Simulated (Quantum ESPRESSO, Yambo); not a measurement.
G0W0 results for AlPO4

```cif
data_Al2O8P2
_chemical_formula_sum 'O8 Al2 P2'
_space_group_name_H-M_alt 'P 1'
_space_group_IT_number 1
_cell_length_a 5.28604
_cell_length_b 5.28604
_cell_length_c 8.62942
_cell_angle_alpha 90.000
_cell_angle_beta 90.000
_cell_angle_gamma 120.000
loop_
_space_group_symop_operation_xyz
  'x, y, z'
loop_
_atom_site_label
_atom_site_type_symbol
_atom_site_fract_x
_atom_site_fract_y
_atom_site_fract_z
_atom_site_occupancy
O1 O 0.02146 0.51073 0.49543 1
O2 O 0.51073 0.02146 0.99543 1
O3 O 0.48927 0.51073 0.49543 1
O4 O 0.97854 0.48927 0.99543 1
O5 O 0.48927 0.97854 0.49543 1
O6 O 0.51073 0.48927 0.99543 1
O7 O 0.33333 0.66667 0.26155 1
O8 O 0.66667 0.33333 0.76155 1
Al1 Al 0.33333 0.66667 0.06195 1
Al2 Al 0.66667 0.33333 0.56195 1
P1 P 0.66667 0.33333 0.93699 1
P2 P 0.33333 0.66667 0.43699 1
```

The geometry is that of Materials Project entry mp-545974, symmetrised and not relaxed again.

Starting point: norm-conserving PBEsol (Quantum ESPRESSO, 84 Ry, without SOC). G0W0 in Yambo: 3×3×1 Γ-centred k mesh, 297 bands and a 7 Ry block in the screening, 297 bands in G with the Bruneval-Gonze terminator, plasmon pole fitted at 27.2 eV.

```
Property                                            Result
-------------------------------------------------  -------
PBEsol gap along the band path                     5.55 eV
PBEsol gap between the mesh's edge points (Γ → Γ)  5.55 eV
G0W0 gap between the same points                   8.45 eV
```

```tsv
k point	band	E PBEsol (eV)	E QP (eV)	shift (eV)	Z
Γ	VB	0.00	-1.97	-1.97	0.83
Γ	CB	5.55	6.49	0.94	0.90
K	VB	-0.19	-2.19	-2.00	0.83
K	CB	8.15	9.00	0.85	0.90
```

Energies count from the PBEsol valence-band maximum.

Nearest settings tried, and what they do to the gap: 191 bands in W, 191 bands in G: +4 meV; 6 Ry block (361 vectors against 451): -55 meV. Not varied: mesh. So the settings aren't converged at that level.
